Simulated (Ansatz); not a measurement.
Here is the system:

Relaxed SrTiO3 (cubic perovskite):

```xyz
5
Lattice="3.9365 0.0000 0.0000 0.0000 3.9365 0.0000 0.0000 0.0000 3.9365" Properties=species:S:1:pos:R:3 pbc="T T T"
Sr     0.0000     0.0000     0.0000
Ti     1.9682     1.9682     1.9682
O      0.0000     1.9682     1.9682
O      1.9682     1.9682     0.0000
O      1.9682     0.0000     1.9682
```

Scan: atom 1 (Sr, nearest neighbour O at 2.784 Å; its periodic images, 3.9 Å or more away, move with it) is displaced along Cartesian [110], direction (0.707, 0.707, 0.000) in Cartesian axes, by s. The other atoms stay.

Computed with PBE (plane waves to 420 eV, PAW, scalar-relativistic; Ansatz, a first-principles code). k mesh 7×7×7 (Γ-centred), Fermi-Dirac smearing 0.05 eV. Energies are smeared free energies. Left out: 2 of 11 points, with atoms too close for the PAW data. SrTiO3 is run without spin polarisation. SrTiO3 was relaxed with its symmetry unable to fall. The PAW data are Ansatz's earlier set. The zero of ΔE is the undisplaced structure.

The scan covers s from -0.672 to 0.672 Å in 9 points.

Q: Is the energy the same for equal positive and negative displacements?

A: Even: the same for both signs. With its periodic images moving along, the atom's site symmetry in this cell is m-3m.

Q: What force acts on the atom along the line at s = -0.672 Å?

A: 5.54 eV/Å.

Q: What is the energy change at s = 0.672 Å?

A: 1270 meV/cell.

Q: What is the force constant k = d²E/ds² of this move at s = 0?

A: 3.23 eV/Å².

(A displaced cell: forces are minus the slopes of the energy, force constants its curvatures, and phonons follow from these.)
